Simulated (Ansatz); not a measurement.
## BiIr (zincblende structure)

Level of theory: DFT, r²SCAN, scalar-relativistic, no spin polarisation; plane waves to 500 eV with PAW datasets (Ansatz 0.2.0), Γ-centred 10×10×10 mesh, 0.05 eV Gaussian smearing. The datasets are Ansatz's generated set soft_2.

```
Ir Bi
1.0
     0.00000    3.03804    3.03804
     3.03804    0.00000    3.03804
     3.03804    3.03804    0.00000
Ir Bi
1 1
Cartesian
  0.0000 0.0000 0.0000
  1.5190 1.5190 1.5190
```

The structure was built from a prototype; whether the compound forms in it isn't claimed.

The cell is relaxed to zero pressure at this level.

The cell has space group F-43m (read at 0.01 Å). In it the stress is 0.00, 0.00, 0.00, 0.00, 0.00, 0.00 GPa and the largest force component 0.000 eV/Å. Each change below starts from this cell, without further relaxation. Stress is in GPa, positive in compression, in the order xx, yy, zz, yz, xz, xy; energies are counted from the cell above and are free energies with the smearing's entropy, which match forces and stress in a metal.

Q: What happens when atom 2 (Bi) is moved by 0.12 Å along y?

A: The energy changes by 77.7 meV per cell, and the force on it along the shift is -1.299 eV/Å (−F/u = 10.82 eV/Å²). Stress: 0.91, 0.00, 0.91, 0.00, -5.26, 0.00.
```tsv
atom	Fx (eV/Å)	Fy	Fz
Ir1	0.000	1.299	0.000
Bi2	0.000	-1.299	0.000
```
In a harmonic crystal the energy would rise by −½F·u = ½ × 10.82 × 0.12² eV = 77.9 meV, which matches.

Q: What stress follows from an engineering strain of -1 % in yy, atoms carried along?

A: 0.96, 1.01, 0.96, 0.00, 0.00, 0.00 GPa; the energy changes by 1.8 meV per cell.
The change of the stress over the strain gives a clamped-atom stiffness of about 101 GPa for this component, a secant value that lies under the elastic constant in tension and over it in compression, by several per cent for each per cent of strain.
In a harmonic crystal the energy would rise by V(½Cε² − σ₀ε), with σ₀ the stress of the unstrained cell, = 1.8 meV, which matches.

Q: All atoms and the cell are disturbed at random:
```xyz
2
Lattice="0.0177 3.0202 3.0274 3.0518 0.0359 3.0093 3.0855 3.0357 0.0022" Properties=species:S:1:pos:R:3 pbc="T T T"
Ir   -0.0065   -0.0162    0.0303
Bi    1.5453    1.5391    1.4794
```
Give the energy change, the stress and the forces.

A: 14.5 meV per cell; stress 0.94, 0.94, 0.72, -0.98, -1.29, 1.97 GPa.
```
atom  Fx (eV/Å)      Fy      Fz
 Ir1      0.303   0.298  -0.422
 Bi2     -0.303  -0.298   0.422
```

Scalar-relativistic only: spin–orbit splittings of the heavy atoms' levels are missing.
